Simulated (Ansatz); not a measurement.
The relaxed structure here is a generated cell of BiB: the first start was made by placing the elements on the sites of a structure type, and the end was not matched to a known phase here, so it may be hypothetical.

Relaxation of a generated cell, BiB placed in the 6H structure type; 12 atoms in the cell, which starts as P6₃mc (No. 186), hP12; a = b = 3.969 Å, c = 19.475 Å, α = β = 90.00°, γ = 120.00°. Computed with r2SCAN (plane waves to 500 eV, PAW, scalar-relativistic; Ansatz, a quantum-chemistry and plane-wave program). Γ-centred k-mesh 8×8×2 on the run's cell, Fermi–Dirac smearing 0.05 eV. 

The optimiser's lines from the output (shortened; P is positive under compression):

```
relax step   1: F+E_penalty+E_count = -75396.19067979 eV  Δ(F+E_penalty+E_count) = +0.000e0 eV  max|allowed force component| = 1.242e-1 eV/Å  Δτ_max = 0.0000 Å  P = -4.686 GPa  Ω = 265.674 Å³  (8 SCF iters, dr2 threshold 1.00e-7 eV, accepted)
relax step   2: F+E_penalty+E_count = -75396.22787842 eV  Δ(F+E_penalty+E_count) = -3.720e-2 eV  max|allowed force component| = 2.371e-1 eV/Å  Δτ_max = 0.0321 Å  P = +5.580 GPa  Ω = 233.288 Å³  (7 SCF iters, dr2 threshold 1.20e-6 eV, accepted)
relax step   3: F+E_penalty+E_count = -75396.46921896 eV  Δ(F+E_penalty+E_count) = -2.413e-1 eV  max|allowed force component| = 8.424e-2 eV/Å  Δτ_max = 0.0253 Å  P = -0.578 GPa  Ω = 249.689 Å³  (7 SCF iters, dr2 threshold 1.20e-6 eV, accepted)
relax step   4: F+E_penalty+E_count = -75396.47528613 eV  Δ(F+E_penalty+E_count) = -6.067e-3 eV  max|allowed force component| = 8.389e-3 eV/Å  Δτ_max = 0.0074 Å  P = -0.019 GPa  Ω = 247.917 Å³  (6 SCF iters, dr2 threshold 1.20e-6 eV, accepted)
relax step   5: F+E_penalty+E_count = -75396.47531528 eV  Δ(F+E_penalty+E_count) = -2.915e-5 eV  max|allowed force component| = 6.114e-4 eV/Å  Δτ_max = 0.0006 Å  P = -0.000 GPa  Ω = 247.859 Å³  (6 SCF iters, dr2 threshold 4.01e-9 eV, accepted)
relax step   6: F+E_penalty+E_count = -75396.47310056 eV  Δ(F+E_penalty+E_count) = +2.215e-3 eV  max|allowed force component| = 6.143e-4 eV/Å  Δτ_max = 0.0000 Å  P = -0.008 GPa  Ω = 247.859 Å³  stress off target by 1.03e-2 GPa  SCF on the basis re-selected at this cell (its energy is not comparable with the rows above)  (6 SCF iters)
```

From the first to the last row the energy changes by -0.02 eV/atom and the volume by -6.7 %. The last row is marked as not comparable with the walk above it, whose basis was carried along; it does compare with step 1, since both stand on a basis selected at the nominal cutoff for their own cell.

 The final structure: P6₃mc (No. 186), hP12, AFLOW prototype AB_hP12_186_a2b_a2b (B6, as in SiC); a = 3.876 Å, b = 3.876 Å, c = 19.049 Å, α = 90.00°, β = 90.00°, γ = 120.00°. Between re-selections the logged energies stand on a plane-wave basis carried along with the cell. No spin polarisation in the result.

The run could not lose the symmetry of its start: the end is stationary, and may be a saddle point rather than a minimum.
